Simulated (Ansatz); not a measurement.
A distorted cell of Be (hcp, Mg type):

```xyz
4
Lattice="4.5294 0.0000 0.0000 -1.1324 1.9613 0.0000 0.0000 0.0000 3.5612" Properties=species:S:1:pos:R:3 pbc="T T T"
Be     0.0333     1.2498     2.6709
Be     2.2314     1.3653     2.6709
Be     1.0990     0.7115     0.8903
Be     3.4304     0.5960     0.8903
```

All values below come from PBE (plane waves to 420 eV, PAW, scalar-relativistic; Ansatz, an electronic-structure program). k mesh 23×23×13 (Γ-centred), Fermi-Dirac smearing 0.05 eV. Stress and pressure are positive under compression. With partly filled bands, energies and forces of such displacements shift with the k mesh and the smearing. Be was relaxed with its symmetry unable to fall.

Task: Predict the force on every atom, in eV/Å.

Result: 
```
atom      Fx      Fy     Fz
----  ------  ------  -----
Be1   -0.398   0.598  0.000
Be2    0.319  -0.644  0.000
Be3    0.398  -0.598  0.000
Be4   -0.319   0.644  0.000
```

(For displaced atoms, the force is minus the slope of the energy, and its curvature is a force constant, which sets phonon frequencies.)
